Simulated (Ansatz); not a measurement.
CdH₂O₂: axial (c/a) deformation path

Computed with DFT PBEsol, scalar-relativistic, plane waves, PAW (Ansatz 0.2.0). Settings: plane waves to 420 eV, k-mesh 12×12×8 (Γ-centred), Gaussian smearing 0.05 eV. No spin polarisation. Energies are free energies at this smearing, counted from the undisturbed cell; pressure is positive in compression.

Reference structure (as given, not relaxed at this level; it stands at -0.6 GPa, and it needn't be the usual structure):

```yaml
crystal:
  lattice:
    - [3.51553, 0.00000, 0.00000]
    - [-1.75776, 3.04453, 0.00000]
    - [0.00000, 0.00000, 4.64298]
  atoms:
    - { symbol: Cd, position: [0.00000, 0.00000, 0.00000] }
    - { symbol: H, position: [0.66667, 0.33333, 0.55096] }
    - { symbol: H, position: [0.33333, 0.66667, 0.44904] }
    - { symbol: O, position: [0.66667, 0.33333, 0.75937] }
    - { symbol: O, position: [0.33333, 0.66667, 0.24063] }
```

The cell holds layers and no dispersion correction was added, so their binding is poorly described.

At fixed volume and fractional coordinates, lengths along (0.000, 0.000, 1.000) are scaled against those across it; ρ is that ratio over its starting value.

| ρ | ΔE (meV/atom) |
| --- | --- |
| 0.800 | 325.4 |
| 0.850 | 172.6 |
| 0.920 | 48.5 |
| 0.960 | 13.8 |
| 1.000 | 0.0 |
| 1.050 | 6.7 |
| 1.100 | 34.9 |
| 1.200 | 139.3 |

**Question.** Predict the pressure (GPa) at each point.

**Answer.**
```
    ρ  pressure (GPa)
0.800            13.7
0.850             8.9
0.920             3.8
0.960             1.4
1.000            -0.6
1.050            -2.7
1.100            -4.5
1.200            -7.3
```